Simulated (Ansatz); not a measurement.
Be:
```
Be
1.0
    2.26122     0.00000     0.00000
   -1.13061     1.95828     0.00000
    0.00000     0.00000     3.56848
Be
2
Direct
  0.33333   0.66667   0.75000
  0.66667   0.33333   0.25000
```

Relaxed with r²SCAN. Special points in fractions of this cell's reciprocal vectors: Γ (0.000, 0.000, 0.000); M (0.500, 0.000, 0.000); K (0.333, 0.333, 0.000); A (0.000, 0.000, 0.500); L (0.500, 0.000, 0.500); H (0.333, 0.333, 0.500).

List the band energies nearest the Fermi level at these points for DFT-r²SCAN in the program Ansatz with PAW potentials.

In eV from the Fermi level; about four levels below and three above (degenerate sets whole), none deeper than 8.9 eV; … stands for higher levels left out; points with the same levels are listed once.

| k | below | above |
|---|---|---|
| Γ | -4.82 | 0.97 … |
| M | -5.43 -3.41 | 3.88 6.72 … |
| K | -2.75 -1.11 -1.11 | … |
| A | – | 11.30 11.30 … |
| L | -3.90 -3.90 | 1.51 1.51 … |
| H | -1.20 -1.20 | 0.27 0.27 … |

Space group P6_3/mmc (hcp (Mg type)). Symmetry was held in the r²SCAN relaxation.

Potentials: the earlier of the program's two PAW sets.
